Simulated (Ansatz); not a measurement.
Consider a crystal of Li2LuSe2Cl in space group P4/mmm (No. 123), with Li on 2e; Lu on 1d; Se on 1b and 1a; Cl on 1c.

These are results of DFT PBE, scalar-relativistic, plane waves, PAW (Ansatz), not measurements. Cutoff 420 eV, Γ-centred mesh, Gaussian smearing, no spin polarisation.

The zero of energy is the elements' standard structures at the same level (Cl₂ as a molecule); no fitted shifts are applied.

Problem. Which cell and coordinates does it relax to?

Solution.

Space group P4/mmm (No. 123). a = 5.778 Å, b = 5.778 Å, c = 5.213 Å, α = 90.00°, β = 90.00°, γ = 90.00°
```json
{"atom": "Li", "site": "2e", "symmetry": "mmm.", "x": "0.0000", "y": "0.5000", "z": "0.5000"}
{"atom": "Lu", "site": "1d", "symmetry": "4/mmm", "x": "0.5000", "y": "0.5000", "z": "0.5000"}
{"atom": "Se", "site": "1b", "symmetry": "4/mmm", "x": "0.0000", "y": "0.0000", "z": "0.5000"}
{"atom": "Se", "site": "1a", "symmetry": "4/mmm", "x": "0.0000", "y": "0.0000", "z": "0.0000"}
{"atom": "Cl", "site": "1c", "symmetry": "4/mmm", "x": "0.5000", "y": "0.5000", "z": "0.0000"}
```

Li is surrounded by 2 Lu at 2.89 Å and 2 Se at 2.89 Å; Lu is surrounded by 2 Cl at 2.61 Å and 4 Li at 2.89 Å; Se on its first site has 2 Se at 2.61 Å and 4 Li at 2.89 Å; Cl has 2 Lu at 2.61 Å; 1 more site not described. Another local minimum with the same sites may exist.

Problem. Where does its energy lie, and is it a metal?

Solution. The energy over the elements is −0.24 eV/atom and the gap on the 8×8×8 mesh of the 6-atom cell is 0 eV (a metal). A negative formation energy is needed for stability but isn't enough: competing phases decide.

The last run used Gaussian smearing of 0.10 eV. The reference form of Se is held partly by dispersion forces, which this level lacks. Symmetry constrained the relaxation, so the result can be a saddle point.
